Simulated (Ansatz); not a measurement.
FeP₂ in space group Pnnm (No. 58; Fe on 2a, P on 4g), DFT-r²SCAN in the program Ansatz with PAW potentials. The conduction-band minimum lies on the Γ–Z line, 53 % of the way from Γ, with 2 equivalent valleys. Second derivatives d²E/dk² of the lowest band at one valley (eV·Å²), along Cartesian directions:

| direction | d²E/dk² |
|---|---|
| [100] | 9.401 |
| [010] | 2.906 |
| [001] | 6.747 |
| [110] | 6.150 |
| [101] | 8.072 |
| [011] | 4.826 |

**Question.** Find the principal effective masses, the density-of-states mass and the conductivity mass.

**Answer.** Off-diagonal terms follow from H_xy = H[110] − (H_xx + H_yy)/2, and m*/mₑ = 7.620 eV·Å² over each eigenvalue: 0.81, 1.1, 2.6. One valley's DOS mass (m₁m₂m₃)^(1/3) = 1.3, conductivity mass 3/(Σ 1/mᵢ) = 1.2 mₑ.

**Question.** What effective density of states Nc follows at 300 K for parabolic valleys?

**Answer.** Nc = 2.509e19 × 2 × (1.3)^(3/2) ≈ 7.4e19 cm⁻³.

The first step of the workflow began from a Materials Project structure, measured or hypothetical; the Crystallography Open Database copy checked does not list it. Whether it is the stable phase at ambient conditions was not checked. Symmetry was held in the r²SCAN relaxation; its stability against distortions is not shown here. The run is not spin-polarised.

Potentials: the later of the program's two PAW sets.

Edges and masses are those of Kohn–Sham bands, whose gap is no quasiparticle gap.
